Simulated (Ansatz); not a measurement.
**ZrHg under pressure: fit and missing row**

ZrHg, P4/mmm, a = 3.103 Å, c = 4.253 Å. The structure is a COD entry; whether it is the stable form wasn't checked. Ansatz: PBEsol, PAW, 420 eV, Γ-centred 14×14×10 mesh on 2 atoms, Gaussian smearing 0.10 eV; no spin polarisation. Cell and atoms are relaxed at each pressure, and no other structure is tried, so the rows at high pressure may lie past a change of phase.

| V (Å³/atom) | P (GPa) |
| --- | --- |
| 16.540 | 39.95 |
| ? | 20.01 |
| 19.015 | 10.03 |
| 19.675 | 5.00 |
| 20.133 | 2.01 |
| 20.472 | 0.00 |
| 20.844 | -2.00 |

Q: Take V0 = 20.472 Å³/atom, fit the third-order Birch–Murnaghan form to the other rows, and predict the missing volume.

A: With the Eulerian strain f = ½[(V0/V)^(2/3) − 1] and y = P/[3f(1 + 2f)^(5/2)], the form is the line y = B0 + 1.5 B0 (B0′ − 4) f. Rows (f, y): 0.07639, 122.2; 0.02523, 117.2; 0.01341, 116.3; 0.00560, 116.4; -0.00597, 115.1. Means f = 0.02293, y = 117.44; Σ(Δf)² = 0.004089, ΣΔfΔy = 0.3504; the slope is their ratio. y = 115.5 + 85.69 f GPa, so B0 = 115.5 GPa and B0′ = 4 + 2 × (85.69)/(3 × 115.5) = 4.49. P = 20.01 GPa is met at f = 0.04504 (y = 119.36), so V = V0 (1 + 2f)^(−3/2) = 17.987 Å³/atom. The run gave 17.982 Å³/atom, so the fit is 0.005 Å³/atom too high, within twice the rms miss on the fitted rows (0.003 Å³/atom).

Spin–orbit coupling is left out, which can shift energies with elements as heavy as these.